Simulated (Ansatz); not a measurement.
# BiTe: an elastic constant from a strain scan

Level of theory: DFT PBE, scalar-relativistic, plane waves, PAW (Ansatz). Cutoff 420 eV, Γ-centred 12×12×12 k-points, Gaussian smearing of 0.15 eV. Spin–orbit coupling is left out, which can shift energies with elements as heavy as these. No spin polarisation. Energies are free energies at this smearing, counted from the undisturbed cell; pressure is positive in compression.

The undisturbed cell (as given, not relaxed at this level; it stands at 0.0 GPa, and it needn't be the usual structure):

```
Bi Te
1.0
     2.42271    1.39875    3.31729
    -2.42271    1.39875    3.31729
     0.00000   -2.79750    3.31729
Bi Te
1 1
Direct
  0.50000 0.50000 0.50000
  0.00000 0.00000 0.00000
```

The cell is strained by ε times the Voigt pattern (0, 0, 0, 0, 1, 0) (xx, yy, zz, yz, xz, xy; engineering shear) with fractional coordinates fixed. The cell holds 2 atoms in V0 = 67.45 Å³. The stress column is τ = (1/V0) dE/dε, got from the stress tensor σ (compression positive) at each point as −det(1 + εP) σ : P(1 + εP)⁻¹, with P the pattern as a tensor.

```
      ε  ΔE (meV/atom)  τ (GPa)
-0.0175          0.857   -0.466
-0.0150          0.629   -0.399
-0.0125          0.437   -0.332
-0.0100          0.279   -0.266
-0.0075          0.157   -0.199
-0.0050          0.070   -0.133
 0.0000          0.000    0.000
 0.0050          0.070    0.133
 0.0075          0.157    0.199
 0.0100          0.279    0.266
 0.0125          0.437    0.332
 0.0150          0.629    0.399
 0.0175          0.857    0.466
 0.0200              ?        ?
```

Which combination of elastic constants does this scan measure, and how large is it?

For small ε, τ = τ0 + Kε with K = pᵀCp, which for this pattern is C55 in the Cartesian frame shown. The parabola through τ at ε = -0.0050, 0 and 0.0050 has slope K = 26.5 GPa at zero. The energies per cell, E = NΔE, of the wider pair ε = ±0.0175 give K = 2[E(ε₊)/ε₊ − E(ε₋)/ε₋]/[(ε₊ − ε₋)V0] = 26.6 GPa, in agreement.

Predict the withheld row at ε = 0.0200 from the harmonic law, and compare.

ΔE = V0(τ0 ε + Kε²/2)/N = 1.117 meV/atom and τ = 0.53 GPa. The calculation gives 1.120 meV/atom and 0.53 GPa, a miss of 0.01 meV/atom at most, so the harmonic law still holds here.

In a metal these slopes depend on the k mesh and the smearing.